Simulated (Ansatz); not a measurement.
# NiAuO2 (R-3m): majority and minority states

```yaml
crystal:
  lattice:
    - [1.47713, 0.85282, 6.03535]
    - [-1.47713, 0.85282, 6.03535]
    - [0.00000, -1.70564, 6.03535]
  atoms:
    - { symbol: Ni, position: [0.50000, 0.50000, 0.50000] }
    - { symbol: Au, position: [0.00000, 0.00000, 0.00000] }
    - { symbol: O, position: [0.88767, 0.88767, 0.88767] }
    - { symbol: O, position: [0.11233, 0.11233, 0.11233] }
```

The geometry is a structure from the Materials Project, held fixed and not relaxed.

Functional, mesh and filling: LDA, 10×10×10 k mesh, Fermi–Dirac smearing of 0.03 eV. LAPW is all-electron LAPW in Ansatz 0.2.0. Site moments are integrated in spheres about the atoms. Start moments (μB): Ni1 1.5. DFT+U (Dudarev's form): U = 6.0 eV on Ni d.

Density of states, smoothed by a Gaussian of 0.15 eV:

```json
{"E − E_F (eV)": "-7.00", "majority (states/eV/cell)": "2.19", "minority (states/eV/cell)": "1.13"}
{"E − E_F (eV)": "-6.60", "majority (states/eV/cell)": "2.75", "minority (states/eV/cell)": "1.16"}
{"E − E_F (eV)": "-6.20", "majority (states/eV/cell)": "0.86", "minority (states/eV/cell)": "1.25"}
{"E − E_F (eV)": "-5.80", "majority (states/eV/cell)": "2.13", "minority (states/eV/cell)": "1.50"}
{"E − E_F (eV)": "-5.40", "majority (states/eV/cell)": "2.20", "minority (states/eV/cell)": "2.05"}
{"E − E_F (eV)": "-5.00", "majority (states/eV/cell)": "2.37", "minority (states/eV/cell)": "1.78"}
{"E − E_F (eV)": "-4.60", "majority (states/eV/cell)": "2.47", "minority (states/eV/cell)": "2.83"}
{"E − E_F (eV)": "-4.20", "majority (states/eV/cell)": "3.06", "minority (states/eV/cell)": "2.13"}
{"E − E_F (eV)": "-3.80", "majority (states/eV/cell)": "2.34", "minority (states/eV/cell)": "2.70"}
{"E − E_F (eV)": "-3.40", "majority (states/eV/cell)": "2.83", "minority (states/eV/cell)": "2.67"}
{"E − E_F (eV)": "-3.00", "majority (states/eV/cell)": "2.35", "minority (states/eV/cell)": "3.19"}
{"E − E_F (eV)": "-2.60", "majority (states/eV/cell)": "1.83", "minority (states/eV/cell)": "3.09"}
{"E − E_F (eV)": "-2.20", "majority (states/eV/cell)": "1.98", "minority (states/eV/cell)": "2.99"}
{"E − E_F (eV)": "-1.80", "majority (states/eV/cell)": "1.35", "minority (states/eV/cell)": "2.11"}
{"E − E_F (eV)": "-1.40", "majority (states/eV/cell)": "1.18", "minority (states/eV/cell)": "1.24"}
{"E − E_F (eV)": "-1.00", "majority (states/eV/cell)": "1.34", "minority (states/eV/cell)": "0.70"}
{"E − E_F (eV)": "-0.60", "majority (states/eV/cell)": "1.05", "minority (states/eV/cell)": "0.28"}
{"E − E_F (eV)": "-0.20", "majority (states/eV/cell)": "1.22", "minority (states/eV/cell)": "0.69"}
{"E − E_F (eV)": "0.20", "majority (states/eV/cell)": "1.70", "minority (states/eV/cell)": "0.11"}
{"E − E_F (eV)": "0.60", "majority (states/eV/cell)": "0.63", "minority (states/eV/cell)": "0.00"}
{"E − E_F (eV)": "1.00", "majority (states/eV/cell)": "0.01", "minority (states/eV/cell)": "0.00"}
{"E − E_F (eV)": "1.40", "majority (states/eV/cell)": "0.00", "minority (states/eV/cell)": "0.00"}
{"E − E_F (eV)": "1.80", "majority (states/eV/cell)": "0.00", "minority (states/eV/cell)": "0.11"}
{"E − E_F (eV)": "2.20", "majority (states/eV/cell)": "0.02", "minority (states/eV/cell)": "0.96"}
{"E − E_F (eV)": "2.60", "majority (states/eV/cell)": "0.21", "minority (states/eV/cell)": "1.20"}
{"E − E_F (eV)": "3.00", "majority (states/eV/cell)": "0.66", "minority (states/eV/cell)": "2.11"}
{"E − E_F (eV)": "3.40", "majority (states/eV/cell)": "0.89", "minority (states/eV/cell)": "1.56"}
{"E − E_F (eV)": "3.80", "majority (states/eV/cell)": "0.39", "minority (states/eV/cell)": "0.99"}
{"E − E_F (eV)": "4.20", "majority (states/eV/cell)": "0.12", "minority (states/eV/cell)": "0.36"}
```

Problem. What spin moment does the cell carry?

Solution. 1.11 μB. Site moments (μB): Ni1 1.41, Au2 -0.16, O3 -0.06, O4 -0.06.

Löwdin populations of d and f shells (filled inner shells left out):

| shell | up | down |
| --- | --- | --- |
| Ni1 3d | 4.83 | 3.45 |
| Au2 5d | 4.63 | 4.77 |

Further occupied bands lie below the window, the nearest with its top at -7.0 eV.

Spin–orbit coupling is left out although heavy atoms are present. None of this fixes the real material's magnetic order: only patterns that fit the cell were computed, at zero temperature, with a functional that can overstate moments.
